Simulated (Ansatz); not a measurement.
# Structure optimisation: thallium, bcc

The calculation used DFT, r2SCAN, plane waves (500 eV) with PAW, scalar-relativistic (Ansatz). (PAW data from PBE, frozen cores regenerated.)

k-point mesh 12×12×12, Fermi-Dirac smearing 0.1 eV, no spin polarisation. Cell and atoms relax.

Starting structure:

```
Tl
1.0
    -1.91378    1.91378    1.91378
     1.91378   -1.91378    1.91378
     1.91378    1.91378   -1.91378
Tl
1
Direct
  0.00000 0.00000 0.00000
```

**Question.** What cell does the relaxation end in?

**Answer.** Im-3m with a = 3.919 Å; 30.10 Å³ per atom against 28.04 at the start (7.4 %).

**Question.** How much energy does the relaxation gain?

**Answer.** 16.2 meV per atom.
